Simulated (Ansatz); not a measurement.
**Structure types of Au compared at -2.6 GPa**

Structure types of Au are relaxed in primitive cells with their symmetry kept at -2.6 GPa, on PAW files; LAPW relaxes the small cells further and takes the PAW cell for the others (marked *). The enthalpy is E + pV at zero temperature, without zero-point motion. Only the types listed were tried, and differences under about 5 meV/atom are mesh noise.

Level of theory: DFT with LDA, scalar-relativistic, in Ansatz 0.2.0; Fermi–Dirac smearing of 0.05 eV, no spin polarisation. LAPW: all electrons, basis error target 0.5 meV/atom; PAW: frozen-core files, cutoff 420 eV.

k meshes: fcc 16×16×16, bcc 17×17×17, hcp 15×15×8, simple hexagonal 16×16×15, beta tin 16×16×16, dhcp 12×12×4.

Spin–orbit coupling is left out, which matters for the heavy atoms. The PAW files were made under PBE.

Which type is lowest in enthalpy, and by how much?

fcc, 3 meV/atom below hcp, which is within the noise of the k meshes. The whole table:

```csv
start type,ends as,"a, b, c (Å)",V (Å³/atom),"H − H(lowest), LAPW (meV/atom)","same, PAW"
fcc,"fcc, Fm-3m","4.067, 4.067, 4.067",16.82,0.0,0.0
bcc,"bcc, Im-3m","3.231, 3.231, 3.231",16.87,23.0,23.0
hcp,"hcp, P6_3/mmc","2.848, 2.848, 4.792",16.83,2.8,2.8
simple hexagonal,"simple hexagonal, P6/mmm","2.761, 2.761, 2.741",18.09,75.0,75.2
beta tin,"beta tin, I4_1/amd","5.227, 5.227, 2.695",18.41,172.4,172.5
dhcp*,"dhcp, P6_3/mmc","2.877, 2.877, 9.390",16.83,8.1,8.1
```
